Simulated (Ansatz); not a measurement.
# Na3HO at -1.1 GPa (stress–strain coefficients): relaxed-ion elastic tensor

All numbers below come from DFT PBE, scalar-relativistic, plane waves, PAW (Ansatz). Cutoff 420 eV, 6×6×6 k-points (Γ-centred), fixed occupations. No spin polarisation.

The cell is fixed (symmetry leaves no force on the atoms) and stands under -1.1 GPa:
```yaml
crystal:
  lattice:
    - [4.53190, 0.00000, 0.00000]
    - [0.00000, 4.53190, 0.00000]
    - [0.00000, 0.00000, 4.53190]
  atoms:
    - { symbol: H, position: [0.00000, 0.00000, 0.00000] }
    - { symbol: O, position: [0.50000, 0.50000, 0.50000] }
    - { symbol: Na, position: [0.50000, 0.50000, 0.00000] }
    - { symbol: Na, position: [0.50000, 0.00000, 0.50000] }
    - { symbol: Na, position: [0.00000, 0.50000, 0.50000] }
```

The cell is the ideal cubic antiperovskite prototype; whether it is the stable structure of this composition wasn't checked.

(1) Give the relaxed-ion elastic constants (GPa, Voigt order xx yy zz yz xz xy, on the axes of the cell above).

(2) Is the crystal stable against homogeneous strain?

(3) And the moduli of a polycrystal (Hill averages)?

## Answers

(1)
```
61.4  8.0  8.0  0.0  0.0  0.0
 8.0 61.4  8.0  0.0  0.0  0.0
 8.0  8.0 61.4  0.0  0.0  0.0
 0.0  0.0  0.0 15.1  0.0  0.0
 0.0  0.0  0.0  0.0 15.1  0.0
 0.0  0.0  0.0  0.0  0.0 15.1
```

(2) Yes: the least eigenvalue of the tensor is 15.1 GPa.

(3) B = 26 GPa, G = 19 GPa, E = 46 GPa, ν = 0.20.